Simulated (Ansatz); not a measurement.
LiNbO3 (LiNbO3 type, space group R3c)

```
CELL_PARAMETERS angstrom
      2.59491     1.49817     4.67185
     -2.59491     1.49817     4.67185
      0.00000    -2.99635     4.67185
ATOMIC_POSITIONS crystal
  Li 0.70263 0.70263 0.70263
  Li 0.20263 0.20263 0.20263
  Nb 0.98385 0.98385 0.98385
  Nb 0.48385 0.48385 0.48385
  O  0.62628 0.87373 0.26322
  O  0.87373 0.26322 0.62628
  O  0.26322 0.62628 0.87373
  O  0.76322 0.37373 0.12628
  O  0.37373 0.12628 0.76322
  O  0.12628 0.76322 0.37373
```

The slice is a (1 -1 0 2) plane (indices of the conventional cell) through the point (0.484, 0.484, 0.484) (fractional), spanned by u = [1 0 -1] and v = [010] in vectors of this cell: u (5.19 Å) and v (5.55 Å, at 90° to u). It covers one period; positions are fractions (u, v).

Calculation: PBE (plane waves to 420 eV, PAW, scalar-relativistic; Ansatz, a first-principles code). k mesh 8×8×8. Inside the PAW spheres the values are not all-electron values, and peaks at nuclei hang on which shells count as valence. LiNbO3 is run without spin polarisation. LiNbO3 was relaxed with its symmetry unable to fall.

Three fields on this plane, each scaled to ten steps between its own extremes (0 low, 9 high; the total valence density on a logarithmic scale, the potential cut 8 eV below its top; x marks points blanked near nuclei; v = 0 in the bottom row):

Map A
```
|xxxx988xxxx642100012469xxx|
|xxxx99xxxxxx63100123468xxx|
|xxx98xxxxxxx742111345679xx|
|x9878xxxxxxx75311345677899|
|76667xxxxxxx753224578x8877|
|54456xxxxxxx7532346xxxx876|
|433356xxxxx86433457xxxxx75|
|32123567x8776544457xxxxx65|
|21012345666777655568xxx764|
|1000123456799x987666777643|
|00001123479xxxxx9765555432|
|0001223458xxxxxxx864443210|
|0123444569xxxxxxx964321100|
|124566667xxxxxxxxx64210000|
|246xxxx889xxxxxxx964210001|
|36xxxxxx99xxxxxxx864321001|
|47xxxxxxx89xxxxx9765431112|
|57xxxxxxx8789x998776543113|
|57xxxxxxx766677788x8754223|
|57xxxxxxx65445678xxxx64323|
|468xxxxx65333457xxxxx75433|
|56778x7653212356xxxxx75444|
|77766654321012467xxx865556|
|x9976543210001346777666789|
|xxx974321100002345555679xx|
|xxxx8543221000012344468xxx|
|xxxx9654443210001123469xxx|
|xxxxx76666542100001246xxxx|
```

Map B
```
|xxxx012xxxx731000000000xxx|
|xxxx01xxxxxx62000000000xxx|
|xxx01xxxxxxx720000011110xx|
|x0013xxxxxxx72000012332110|
|00014xxxxxxx410001246x6421|
|10013xxxxxxx2000013xxxx742|
|100025xxxxx21000024xxxxx63|
|10001246x4210000024xxxxx63|
|10000122221000000136xxx952|
|0000000110000x000124688631|
|00000000000xxxxx0012344321|
|0000000000xxxxxxx001111110|
|0112211000xxxxxxx000000000|
|123554310xxxxxxxxx00000000|
|137xxxx210xxxxxxx000000000|
|26xxxxxx10xxxxxxx000000000|
|27xxxxxxx10xxxxx0111100000|
|27xxxxxxx3100x011233210000|
|14xxxxxxx410001246x6421000|
|02xxxxxxx31001247xxxx31000|
|012xxxxx52000136xxxxx42000|
|00124x6421000136xxxxx42000|
|00012222100001259xxx631000|
|x0000110000000136886421000|
|xxx000000000001234432100xx|
|xxxx0000000000011111100xxx|
|xxxx0001122110000000000xxx|
|xxxxx01345532100000000xxxx|
```

Map C
```
|xxxx536xxxx973000000027xxx|
|xxxx34xxxxxx85100011114xxx|
|xxx43xxxxxxx962001343224xx|
|x6424xxxxxxx96200257763246|
|22126xxxxxxx961014799x8522|
|10027xxxxxxx8410158xxxx852|
|200269xxxxx96200258xxxxx85|
|31014789x9742100148xxxxx97|
|30001356542122211269xxx986|
|1000001111257x752137999874|
|00000000027xxxxx7213677642|
|0000111015xxxxxxx511244310|
|0024553126xxxxxxx820011000|
|036888732xxxxxxxxx20000000|
|379xxxx635xxxxxxx720000000|
|58xxxxxx43xxxxxxx411110001|
|69xxxxxxx34xxxxx4223431002|
|69xxxxxxx4246x642367752002|
|69xxxxxxx621222258x9974101|
|48xxxxxxx72001258xxxx85101|
|269xxxxx96200258xxxxx85200|
|12479x9874101379xxxxx84100|
|22124565310003689xxx962112|
|x7521111000001478999731257|
|xxx720000000002467763127xx|
|xxxx5101110000013442115xxx|
|xxxx6213554200000110028xxx|
|xxxxx23788863000000002xxxx|
```

Problem. Assign the maps to these fields: density of the highest valence band (whole band, smooth part); electron localisation function (ELF); valence electron density.

Solution. A is the valence electron density; B is the density of the highest valence band (whole band, smooth part); C is the electron localisation function (ELF).
